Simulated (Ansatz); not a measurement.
An Ansatz (a program for electronic structure) input:

Ansatz 0.2 input:
```yaml
crystal:
  lattice:
    - [6.1394044931, 1.5236998875, 0.0]
    - [-6.1394044931, 1.5236998875, 0.0]
    - [-1.3769222014, 0.0, 5.6441894161]
  atoms:
    - { symbol: Ga, position: [0.3412483732, 0.6587516268, 0.6855444407] }
    - { symbol: Ga, position: [0.6587516268, 0.3412483732, 0.3144555593] }
    - { symbol: Ga, position: [0.9095502329, 0.0904497671, 0.204714259] }
    - { symbol: Ga, position: [0.0904497671, 0.9095502329, 0.795285741] }
    - { symbol: O, position: [0.5037485554, 0.4962514446, 0.7440620702] }
    - { symbol: O, position: [0.4962514446, 0.5037485554, 0.2559379298] }
    - { symbol: O, position: [0.8267775191, 0.1732224809, 0.4372388416] }
    - { symbol: O, position: [0.1732224809, 0.8267775191, 0.5627611584] }
    - { symbol: O, position: [0.1652512133, 0.8347487867, 0.1094626324] }
    - { symbol: O, position: [0.8347487867, 0.1652512133, 0.8905373676] }
kpoints:
  mp_grid: { grid: [8, 8, 4] }
basis: { xc_grid: 2 }
hamiltonian:
  xc: pbesol
  pseudopotentials: { azcp: { folder: ./paw }, kind: paw }
scf:
  occupations: { method: fixed }
output:
  optics: { e_range: [0.0, 15.0], de: 0.05, sigma: 0.1, bands: { spectra_wanted_up_to: 12 eV } }
```

Problem. How many symmetry operations and irreducible k-points will the run report?

Solution. 4 operations, 78 of 256 k-points.

Problem. With a cutoff of 420 eV, how many plane waves at Γ?

Solution. 2045.

It took roughly 6 core-minutes on shared server cores.

Space group C2/m. Symmetry was held in the PBEsol relaxation. Scalar-relativistic: spin–orbit coupling is off unless named, which matters more the heavier the elements.

Potentials: the earlier of the program's two PAW sets. The files were generated under PBE; for other functionals the program regenerates the frozen cores, and for LDA and PBEsol the local potential too.

Ansatz is a plane-wave DFT program.
